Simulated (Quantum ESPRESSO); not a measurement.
## Electric field gradients in Li$_{4}$Cl$_{3}$F (changed cell)

```xyz
8
Lattice="4.9600 0.0000 0.0000 0.0000 4.9600 0.0000 0.0000 0.0000 4.9600" Properties=species:S:1:pos:R:3 pbc="T T T"
Li     0.0000     0.0000     0.0000
F      2.4800     0.0000     0.0000
Li     0.0000     2.4800     2.4800
Cl     2.4800     2.4800     2.4800
Li     2.4800     0.0000     2.4800
Cl     0.0000     0.0000     2.4800
Li     2.4800     2.4800     0.0000
Cl     0.0000     2.4800     0.0000
```
The cell was made here from a computed Materials Project entry: one of 4 Cl replaced by F, cell and atoms relaxed (PBE without dispersion, pw.x of a modified build of Quantum ESPRESSO, symmetry kept). The parent is LiCl in Fm-3m. The swapped cell is a model, not a known phase. Stability against distortions was not tested.

Computed: field gradients by a PBE PAW density (pw.x of Quantum ESPRESSO, JTH datasets) with the all-electron reconstruction of Petrilli and co-workers, 25 Ha, k-mesh 5×5×5 through Γ.

```
site                 site symmetry  Vzz (10²¹ V/m²)   η_Q       ∣C_Q∣ (MHz)
-------------------  -------------  ---------------  ----  ----------------
Li1 (atoms 1, 5, 7)          4/mmm        under 0.2     –  under 0.19 (⁷Li)
F (atom 2)                    m-3m                0     –                 –
Li2 (atom 3)                  m-3m                0     –           0 (⁷Li)
Cl (atoms 4, 6, 8)           4/mmm            -0.41  0.00       0.80 (³⁵Cl)
```

Quadrupole moments taken as inputs (sizes, barn, from the tables of PySCF and pymatgen): ⁷Li 0.0401, ³⁵Cl 0.0817.

Convention: |Vzz| is the largest principal value, η_Q = (Vxx − Vyy)/Vzz, |C_Q| = |eQVzz/h|. Cores are frozen. Against all-electron runs on small test molecules, this scheme's |Vzz| missed by −3 to −9 % on Cl.
